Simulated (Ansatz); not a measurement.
## PtCCl2O, one structure, two calculations

Cell: a COD entry (perhaps calculated rather than measured), ions relaxed with PBE at fixed cell.

Space group P4_2/m (No. 84); a = 11.1830, c = 3.5250 Å.

| site | Wyckoff | site symmetry | x | y | z |
| --- | --- | --- | --- | --- | --- |
| Pt | 4j | m.. | 0.3861 | 0.1099 | 0.0000 |
| C | 4j | m.. | 0.2233 | 0.1175 | 0.0000 |
| Cl9 | 4j | m.. | 0.5985 | 0.1023 | 0.0000 |
| Cl13 | 4j | m.. | 0.3931 | 0.3138 | 0.0000 |
| O | 4j | m.. | 0.1207 | 0.1242 | 0.0000 |

One atom of each set is listed.

First run. Method: Kohn–Sham DFT in Ansatz, PBE, plane waves and PAW, scalar-relativistic, 420 eV cutoff, Γ-centred 3×3×9 k-points, Fermi–Dirac smearing 0.05 eV.

| site | V_zz (10²¹ V/m²) | η |
| --- | --- | --- |
| Pt | 9.39 | 0.81 |
| C | -5.55 | 0.08 |
| Cl9 | -20.0 | 0.51 |
| Cl13 | 34.7 | 0.03 |
| O | -0.76 | 0.90 |

Second run. The same atoms and settings, except that the functional is r2SCAN and the cutoff is 500 eV.

Task: Given the first result, estimate the second.

Result: 

```
site    V_zz     η  change of V_zz
  Pt    7.58  0.22           -1.81
   C   -6.10  0.08           -0.55
 Cl9  -19.07  0.55           +0.94
Cl13    34.1  0.03           -0.51
   O    0.63  0.96               –
```

The largest change of V_zz along a kept axis is on Pt, from 9.39 to 7.58. In per cent, |V_zz| changes by -19 on Pt, +10 on C, -5 to -1 on Cl (all sites that start above 0.5, bar those whose gradient vanishes or changes sign or whose main axis turns by over 40°). On Pt V_xx and V_yy change places (or their axes turn by over 50°), so the two values of η hide a larger change. On O the largest principal value lies along another axis in the second run, so the two V_zz can't be compared directly.

Spin–orbit coupling is left out, which shifts gradients on Pt by a few per cent, and by more where contributions nearly cancel. The database positions were far from equilibrium, so the relaxed structure may not be the compound's real one.
For the second run: The largest force is 1.0 eV/Å, so the atoms aren't at the calculated equilibrium and relaxing them would move these values. With these PAW files V_zz is typically within 2 to 3 % of all-electron values, but misses above 10 % occur on Pt.
